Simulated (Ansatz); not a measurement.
# Mg3CdSe4: stable or not

It was reached by relaxing an invented guess, and it needn't be the stable form of this composition.

All numbers below come from DFT PBE, scalar-relativistic, plane waves, PAW (Ansatz). Cutoff 420 eV, Γ-centred 6×6×6 mesh (8-atom cell), Gaussian smearing of 0.02 eV, no spin polarisation.

```cif
data_structure
_symmetry_space_group_name_H-M 'P-43m'
_symmetry_Int_Tables_number 215
_cell_length_a 6.0438
_cell_length_b 6.0438
_cell_length_c 6.0438
_cell_angle_alpha 90.000
_cell_angle_beta 90.000
_cell_angle_gamma 90.000
_cell_volume 220.76
loop_
_atom_site_label
_atom_site_type_symbol
_atom_site_symmetry_multiplicity
_atom_site_Wyckoff_symbol
_atom_site_fract_x
_atom_site_fract_y
_atom_site_fract_z
_atom_site_occupancy
Mg1 Mg 3 c 0.00000 0.50000 0.50000 1
Cd1 Cd 1 a 0.00000 0.00000 0.00000 1
Se1 Se 4 e 0.25565 0.25565 0.74435 1
```

The zero of energy is the elements' standard structures at the same level; no fitted shifts are applied.

**Question.** These tests were run: energy against the elements; phonons at Γ. What do they show?

**Answer.**

```
                       test                       result
energy against the elements               −1.099 eV/atom
               phonons at Γ  lowest optical mode 58 cm⁻¹
```

It fails none of these tests. Other phases of the system weren't compared here, so this isn't yet thermodynamic stability. Phonons away from Γ weren't computed.

The reference form of Se is held partly by dispersion forces, which this level lacks. The run for the phonons used a 6×6×6 k mesh.
